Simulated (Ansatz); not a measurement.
**NbAs: from a starting cell to a relaxed one**

The start is a relaxed NbAs cell displaced along its unstable phonon at q = (½, 0, 0) of its primitive reciprocal cell (66i cm⁻¹), largest move 0.15 Å. The structure is fully relaxed (lattice and positions, P = 0) with PBEsol (plane waves to 420 eV, PAW, scalar-relativistic; Ansatz, an electronic-structure program). The first steps use a coarse 5×9×5 k-mesh.

The start:
```
CELL_PARAMETERS angstrom
      7.20007     0.00000     0.00000
      0.00000     3.60004     0.00000
      0.00000     0.00000     6.80026
ATOMIC_POSITIONS crystal
  As 0.00000 0.50000 0.00000
  As 0.50000 0.50000 0.00000
  As 0.25000 0.00000 0.52206
  As 0.75000 0.00000 0.47794
  Nb 0.01932 0.00000 0.25000
  Nb 0.48068 0.00000 0.25000
  Nb 0.98068 0.00000 0.75000
  Nb 0.51932 0.00000 0.75000
```

Q: Which atoms feel the largest initial force, and how large is it?

A: 0.19 eV/Å, on Nb5, Nb6, Nb7, Nb8 (atoms numbered as listed).

Q: Does it find its way back to the structure it was made from?

A: It does not go back: it reaches Pmma (No. 51), 0.06 eV/atom below the parent.

Q: How do the shortest distances between atoms change?

A: The closest pairs of elements (up to four, under 3.6 Å), start → end: As–Nb 2.48 → 2.49 Å; Nb–Nb 3.32 → 2.85 Å; As–As 3.60 → 3.53 Å.

Q: Give the final cell and atomic positions.

A: 
```cif
data_As4Nb4
_chemical_formula_sum 'As4 Nb4'
_space_group_name_H-M_alt 'Pmma'
_space_group_IT_number 51
_space_group_name_Hall '-P 2a 2a'
_cell_length_a 7.49859
_cell_length_b 3.53029
_cell_length_c 6.43973
_cell_angle_alpha 90.000
_cell_angle_beta 90.000
_cell_angle_gamma 90.000
loop_
_space_group_symop_operation_xyz
  'x, y, z'
  '-x, -y, -z'
  '-x+1/2, -y, z'
  'x+1/2, y, -z'
  'x+1/2, -y, -z'
  '-x+1/2, y, z'
  '-x, y, -z'
  'x, -y, z'
loop_
_atom_site_label
_atom_site_type_symbol
_atom_site_symmetry_multiplicity
_atom_site_Wyckoff_symbol
_atom_site_fract_x
_atom_site_fract_y
_atom_site_fract_z
_atom_site_occupancy
As1 As 2 b 0.00000 0.50000 0.00000 1
As2 As 2 e 0.25000 0.00000 0.59240 1
Nb1 Nb 4 i 0.05991 0.00000 0.26471 1
```

Final values are on a 6×13×7 k-mesh of the relaxed cell. No spin polarisation in the result.

The run could not lose the symmetry of its start: the end is stationary, and may be a saddle point rather than a minimum.

The relaxed structure here is a generated cell of NbAs: the first start was made by placing the elements on the sites of a structure type, and the end was not matched to a known phase here, so it may be hypothetical.
